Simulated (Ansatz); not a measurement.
Geometry optimisation in Ansatz: input, command and trajectory.

```yaml
crystal:
  lattice:
    - [3.8237891526, 0.0, 0.0]
    - [0.0, 3.8237891526, 0.0]
    - [0.0, 0.0, 3.8237891526]
  atoms:
    - { symbol: Mn, position: [0.0, 0.0, 0.0], spin: 1.76 }
    - { symbol: Mo, position: [0.0, 0.5, 0.5] }
    - { symbol: Mo, position: [0.5, 0.0, 0.5] }
    - { symbol: Mo, position: [0.5, 0.5, 0.0] }
basis:
  ecutwfc: 420
kpoints:
  mp_grid: { grid: [4, 4, 4] }
hamiltonian:
  xc: pbe
scf:
  occupations: { method: gaussian, width: 0.1 }
  lower_state_search: "off"
output:
  forces: true
  stress: true
  eigenvalues: true
  populations: true
magnetization:
  spin_polarized: true
relax:
  adjacent_minimum: "off"
  f_tol: 0.04
  max_steps: 70
  cell: { stress_tol: 0.4 }
```

```bash
ansatz run input.yaml --threads 1 --pin off --max-ram 2560MiB --backend cpu --events-out ev --progress --plain --runs-dir out
```

Computed with DFT PBE, scalar-relativistic, plane waves, PAW (Ansatz 0.2.0).

Of 5 frames 5 are shown, positions in Å and forces in eV/Å; the SCF threshold varies from step to step. Steps run on the plane waves of an earlier cell, with a Pulay correction in the pressure. The basis is chosen afresh for the last frame, the zero of the energies, and at times for earlier ones too; energy and pressure step there, also at an unchanged geometry.

```xyz
4
Lattice="3.8238 0.0000 0.0000 0.0000 3.8238 0.0000 0.0000 0.0000 3.8238" Properties=species:S:1:pos:R:3:forces:R:3 pbc="T T T" step=1 free_energy_over_end_meV_per_atom=68.63 pressure_GPa=20.20
Mn    0.0000    0.0000    0.0000    0.0000    0.0000    0.0000
Mo    0.0000    1.9119    1.9119    0.0000    0.0000    0.0000
Mo    1.9119    0.0000    1.9119    0.0000    0.0000    0.0000
Mo    1.9119    1.9119    0.0000    0.0000    0.0000    0.0000
4
Lattice="4.0066 0.0000 0.0000 0.0000 4.0066 0.0000 0.0000 0.0000 4.0066" Properties=species:S:1:pos:R:3:forces:R:3 pbc="T T T" step=2 free_energy_over_end_meV_per_atom=33.44 pressure_GPa=-10.49
Mn    0.0000    0.0000    0.0000    0.0000    0.0000    0.0000
Mo    0.0000    2.0033    2.0033    0.0000    0.0000    0.0000
Mo    2.0033    0.0000    2.0033    0.0000    0.0000    0.0000
Mo    2.0033    2.0033    0.0000    0.0000    0.0000    0.0000
4
Lattice="3.9402 0.0000 0.0000 0.0000 3.9402 0.0000 0.0000 0.0000 3.9402" Properties=species:S:1:pos:R:3:forces:R:3 pbc="T T T" step=3 free_energy_over_end_meV_per_atom=1.42 pressure_GPa=-2.04
Mn    0.0000    0.0000    0.0000    0.0000    0.0000    0.0000
Mo    0.0000    1.9701    1.9701    0.0000    0.0000    0.0000
Mo    1.9701    0.0000    1.9701    0.0000    0.0000    0.0000
Mo    1.9701    1.9701    0.0000    0.0000    0.0000    0.0000
4
Lattice="3.9272 0.0000 0.0000 0.0000 3.9272 0.0000 0.0000 0.0000 3.9272" Properties=species:S:1:pos:R:3:forces:R:3 pbc="T T T" step=4 free_energy_over_end_meV_per_atom=0.38 pressure_GPa=-0.04
Mn    0.0000    0.0000    0.0000    0.0000    0.0000    0.0000
Mo    0.0000    1.9636    1.9636    0.0000    0.0000    0.0000
Mo    1.9636    0.0000    1.9636    0.0000    0.0000    0.0000
Mo    1.9636    1.9636    0.0000    0.0000    0.0000    0.0000
4
Lattice="3.9272 0.0000 0.0000 0.0000 3.9272 0.0000 0.0000 0.0000 3.9272" Properties=species:S:1:pos:R:3:forces:R:3 pbc="T T T" step=5 free_energy_over_end_meV_per_atom=0.00 pressure_GPa=-0.04
Mn    0.0000    0.0000    0.0000    0.0000    0.0000    0.0000
Mo    0.0000    1.9636    1.9636    0.0000    0.0000    0.0000
Mo    1.9636    0.0000    1.9636    0.0000    0.0000    0.0000
Mo    1.9636    1.9636    0.0000    0.0000    0.0000    0.0000
```

The start puts this composition into another compound's structure type, which needn't suit it. At the end the space group is Pm-3m (tolerance 0.05 Å).

The run took 44 s on 1 thread of Intel(R) Xeon(R) 6975P-C (Granite Rapids) (shared host), peak memory 0.44 GiB.

The state reached may not be the lowest one. The k mesh is coarse. Only parallel moments were tried here.